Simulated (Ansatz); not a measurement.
An ordered 6-atom cell of InGa2As3 on the zincblende lattice (Imm2) at its r2SCAN geometry, run in the PAW code Ansatz at 2 levels of theory. The calculation is spin-unpolarised, and the structure need not be a phase that has been made.

The r2SCAN input:
```yaml
crystal:
  lattice:
    - [-2.050556799, 6.1616740776, 2.913756797]
    - [2.050556799, -6.1616740776, 2.913756797]
    - [2.050556799, 6.1616740776, -2.913756797]
  atoms:
    - { symbol: Ga, position: [0.6695360979, 1.0005095567, 0.6690265413] }
    - { symbol: As, position: [0.4375258999, 0.2626395095, 0.1748863904] }
    - { symbol: Ga, position: [0.3314830154, 0.0005095567, 0.3309734587] }
    - { symbol: As, position: [0.0877531191, 0.2626395095, 0.8251136096] }
    - { symbol: In, position: [0.0006281254, 0.0006281254, 0.0] }
    - { symbol: As, position: [0.7230737422, 0.2230737422, 0.5] }
kpoints:
  mp_grid: { grid: [8, 8, 8] }
  band_path:
    path:
      - [0.0, 0.0, 0.0]
      - [0.5, -0.5, 0.5]
      - [0.2776876547, -0.2776876547, 0.7223123453]
      - [-0.2776876547, 0.2776876547, 0.2776876547]
      - [0.3059048083, 0.3059048083, -0.3059048083]
      - [0.6940951917, -0.3059048083, 0.3059048083]
      - [0.0, 0.5, 0.0]
      - [0.25, 0.25, 0.25]
      - [0.5, 0.0, 0.0]
    npoints: 1
hamiltonian:
  xc: r2scan
scf:
  occupations: { method: fermi_dirac, width: 0.02 }
  n_extra_bands: 5
output:
  forces: true
  stress: true
  eigenvalues: true
  write_density: true
  write_potential: true
  elf: true
  volumetric_format: npy
```

Main results, then, where recorded, the levels near the gap in eV from the Fermi energy (columns number the bands from 0), one row a point of the path (Γ, X, F₀, Σ₀, Λ₀, G₀, R, W, S):
```
Crystal: 6 atoms, lattice volume = 147.260 Å³
Symmetry: 4 space group operations
Space group: Imm2 (ITA 44)
```
```
Basis set: ecut = 500 eV, 3711 PW (Γ), FFT grids on a1+a2, a2, a2+a3
Bands: 47, of which v1, the nominal top of the filled ones, is band 42 counted from 1 (41 counted from 0)
k-points: 95 of 512 (time reversal used)
Free energy (F): -27788.616385 eV
Fermi energy:    7.986385 eV
--- Forces (eV/Å), atoms counted from 1 ---
  atom   1  Ga      0.00000    -0.00227    -0.00051
  atom   2  As      0.00000    -0.00366      0.00165
  atom   3  Ga      0.00000      0.00227    -0.00051
  atom   4  As      0.00000      0.00366      0.00165
  atom   5  In      0.00000      0.00000      0.00114
  atom   6  As      0.00000      0.00000    -0.00342
--- Stress (GPa, compression-positive) ---
       -0.006371       0.000000       0.000000
        0.000000      -0.014250       0.000000
        0.000000       0.000000      -0.009269
  P = ⅓ Tr σ = -0.0100 GPa (-0.100 kbar)
```
```tsv
band_39	band_40	band_41	band_42	band_43	band_44
-0.355	-0.336	-0.260	0.250	1.895	2.689
-2.054	-1.000	-0.570	1.385	1.737	2.120
-2.766	-2.558	-1.712	1.661	1.860	2.253
-2.766	-2.558	-1.712	1.661	1.860	2.253
-1.372	-1.200	-0.966	1.130	1.211	1.895
-1.372	-1.200	-0.966	1.130	1.211	1.895
-2.650	-1.418	-1.393	0.972	3.343	3.570
-2.631	-1.777	-1.738	2.189	2.215	4.148
-1.854	-1.380	-1.115	0.960	2.214	2.697
```

With r2SCAN the gap is 0.51 eV and direct, at Γ.

HSE06. Against the first input these blocks differ (the band path and keys that only write files left aside):
```yaml
kpoints:
  mp_grid: { grid: [4, 4, 4] }
hamiltonian:
  xc: hse06
```

```
Basis set: ecut = 420 eV, 2867 PW (Γ), FFT grids on a1+a2, a2, a2+a3
Bands: 47, of which v1, the nominal top of the filled ones, is band 42 counted from 1 (41 counted from 0)
k-points: 18 of 64 (time reversal used)
Exchange kernel: α = 0.2500, screened, ω = 0.2079 Å⁻¹, Wigner–Seitz truncation, v(0) = 1043.4775 eV·Å³, q-mesh 4×4×4
hybrid outer 1: dexx = +3.402e-2 eV, tail = 2.13e-4 eV
hybrid outer 2: dexx = +4.371e-6 eV, tail = 9.98e-8 eV, Δε = 2.98e-3 eV, ΔF = 1.04e-3 eV/Å
hybrid outer 3: dexx = +2.728e-9 eV, tail = 7.17e-10 eV, Δε = 6.91e-5 eV, ΔF = 8.41e-5 eV/Å
Free energy (F): -27742.729716 eV
Fermi energy:    8.000109 eV
--- Forces (eV/Å), atoms counted from 1 ---
  atom   1  Ga      0.00000    -0.00116    -0.01114
  atom   2  As      0.00000    -0.04977    -0.01814
  atom   3  Ga      0.00000      0.00116    -0.01114
  atom   4  As      0.00000      0.04977    -0.01814
  atom   5  In      0.00000      0.00000      0.00277
  atom   6  As      0.00000      0.00000      0.05580
--- Stress (GPa, compression-positive) ---
        0.762235       0.000000       0.000000
        0.000000       0.218807       0.000000
        0.000000       0.000000       0.047619
  P = ⅓ Tr σ = 0.3429 GPa (3.429 kbar)
```
```tsv
band_39	band_40	band_41	band_42	band_43	band_44
-0.515	-0.499	-0.440	0.439	2.110	2.892
-2.296	-1.207	-0.766	1.526	1.936	2.422
-3.060	-2.843	-1.941	1.813	2.007	2.444
-3.060	-2.843	-1.941	1.813	2.007	2.444
-1.576	-1.397	-1.186	1.338	1.417	2.066
-1.576	-1.397	-1.186	1.338	1.417	2.066
-2.937	-1.634	-1.606	1.160	3.631	3.871
-2.899	-2.008	-1.973	2.416	2.452	4.349
-2.102	-1.591	-1.345	1.158	2.465	2.921
```

HSE06 gives a direct gap of 0.88 eV at Γ. With the atoms held, the mean pressure is +0.3 GPa (compression positive). (The program warns that its thresholds are loose for a hybrid's stress.)

Small level splittings and stresses of the hybrids carry the error of their coarser meshes.

Totals of different functionals can't be compared.

No spin-orbit coupling is included; it can move band edges with weight on the heavy atoms by tenths of an eV.
